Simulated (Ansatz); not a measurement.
Rb (bcc, W type)

```
Rb
1.0
   -5.67105     5.67105     5.67105
    0.00000     0.00000     5.67105
    0.00000     5.67105     0.00000
Rb
2
Cartesian
  0.00000   0.00000   0.00000
 -2.83552   2.83552   2.83552
```

The atoms are displaced by Q × the pattern below (from a DFPT mode at H = (0.5, 0.5, 0.5), largest move 1; Q in Å), at fixed cell. It is one choice among 3 degenerate patterns. (q is in reciprocal vectors of the primitive cell; the cell shown is doubled to hold the pattern.)

```tsv
atom	x	y	z
Rb1	0.000	0.000	1.000
Rb2	0.000	0.000	-1.000
```

All values below come from PBE (plane waves to 420 eV, PAW, scalar-relativistic; Ansatz, a first-principles code). k mesh 12×12×12 (Γ-centred), Fermi-Dirac smearing 0.05 eV. With partly filled bands, energies and forces of such displacements shift with the k mesh and the smearing. Rb was relaxed with its symmetry unable to fall. The PAW data are Ansatz's earlier set. 

```tsv
Q (Å)	−dE/dQ from forces (eV/Å)
-0.180	0.217
-0.150	0.182
-0.120	0.147
-0.090	0.110
-0.060	0.074
-0.030	0.037
0.000	0.000
0.030	-0.037
0.060	-0.074
0.090	-0.110
0.120	-0.147
0.150	-0.182
0.180	-0.217
```

What harmonic wavenumber does the curvature at Q = 0 give?

44 cm⁻¹. E″ = 1.23 eV/Å², M = Σ mᵢ|uᵢ|² = 170.9 u, ν̃ = 521.5·√(|E″|/M).

(For displaced atoms, the force is minus the slope of the energy, and its curvature is a force constant, which sets phonon frequencies.)
